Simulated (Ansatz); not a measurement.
A trial cell of La was relaxed with PBE (plane waves to 420 eV, PAW, scalar-relativistic; Ansatz, a quantum-chemistry and plane-wave program).

Before: P2/m (No. 10), mP1; a = 2.6018 Å, b = 3.8034 Å, c = 4.4850 Å, α = 90.00°, β = 92.20°, γ = 90.00°.

After relaxation:

Simulated powder pattern, Fe Kα, λ = 1.93735 Å (kinematic, ideal powder, no thermal factors, no anomalous dispersion; the 24 strongest lines at most, above 1 %, up to 2θ = 90°):

| 2θ (°) | I/Imax (%) |
|---|---|
| 32.39 | 48 |
| 37.25 | 100 |
| 50.18 | 88 |
| 67.16 | 19 |
| 67.82 | 6.1 |
| 76.56 | 27 |
| 79.39 | 12 |
| 80.01 | 24 |
| 88.37 | 20 |

### Question
Identify the relaxed structure from its pattern: crystal system, space group and cell.

### Answer
Hexagonal, P6/mmm (No. 191), hP1, AFLOW prototype A_hP1_191_a (A_f, as in Sn); a = b = 3.503 Å, c = 3.473 Å, α = β = 90.00°, γ = 120.00°. Sites: La 1a (0.000, 0.000, 0.000).

### Question
Index the strongest lines.

### Answer
32.39° (0001), 37.25° (1 0 -1 0), 50.18° (1 0 -1 1), 76.56° (1 1 -2 1), 80.01° (1 0 -1 2).

No spin polarisation in the result.

The run could not lose the symmetry of its start: the end is stationary, and may be a saddle point rather than a minimum.

The relaxed structure here is a generated cell of La: the first start was made by a random draw of sites in a space group, and the end was not matched to a known phase here, so it may be hypothetical. Known forms of La include space group No. 194.
